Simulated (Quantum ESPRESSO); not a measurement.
pw.x input (Quantum ESPRESSO 7.5; PBEsol, PseudoDojo standard norm-conserving files, scalar-relativistic):

```
&CONTROL
  calculation = 'scf'
  pseudo_dir = './pseudo'
  outdir = './out'
  tprnfor = .true.
  tstress = .true.
/
&SYSTEM
  ibrav = 0
  nat = 4
  ntyp = 2
  ecutwfc = 82.0
  ecutrho = 328.0
  occupations = 'smearing'
  smearing = 'fd'
  degauss = 0.002
  nbnd = 31
/
&ELECTRONS
  conv_thr = 4e-10
/
ATOMIC_SPECIES
Ag 107.8682 Ag.upf
I 126.9045 I.upf
CELL_PARAMETERS angstrom
  4.556630422886   0.000000000000   0.000000000000
 -2.278315211443   3.946157701876   0.000000000000
  0.000000000000   0.000000000000   7.444345482000
ATOMIC_POSITIONS crystal
Ag   0.333333333000   0.666666667000   0.002452800900
Ag   0.666666666333   0.333333333667   0.502452800900
I   0.333333333000   0.666666667000   0.377447199100
I   0.666666666333   0.333333333667   0.877447199100
K_POINTS automatic
9 9 4 0 0 0
```

End of the output:

```

[...]
     the Fermi energy is     6.3994 ev
!    total energy              =    -671.45783326 Ry
     estimated scf accuracy    <          7.6E-11 Ry
     smearing contrib. (-TS)   =      -0.00000000 Ry
     internal energy E=F+TS    =    -671.45783326 Ry
     The total energy is F=E-TS. E is the sum of the following terms:
     one-electron contribution =    -467.67489471 Ry
     hartree contribution      =     247.46818683 Ry
     xc contribution           =    -107.88508652 Ry
     ewald contribution        =    -343.36603886 Ry
     convergence has been achieved in   8 iterations
     Forces acting on atoms (cartesian axes, Ry/au):
     atom    1 type  1   force =    -0.00000000   -0.00000000   -0.00009887
     atom    2 type  1   force =     0.00000000    0.00000000   -0.00009887
     atom    3 type  2   force =    -0.00000000   -0.00000000    0.00009887
     atom    4 type  2   force =     0.00000000    0.00000000    0.00009887
     Total force =     0.000198     Total SCF correction =     0.000036
     SCF correction compared to forces is large: reduce conv_thr to get better values
     Computing stress (Cartesian axis) and pressure
          total   stress  (Ry/bohr**3)                   (kbar)     P=       -0.38
  -0.00000313  -0.00000000  -0.00000000           -0.46       -0.00       -0.00
  -0.00000000  -0.00000313  -0.00000000           -0.00       -0.46       -0.00
   0.00000000   0.00000000  -0.00000142            0.00        0.00       -0.21
```
In a gapped system the printed Fermi energy is only some level inside the gap.

Spin-orbit coupling is not included.

Geometry relaxed with PBEsol.
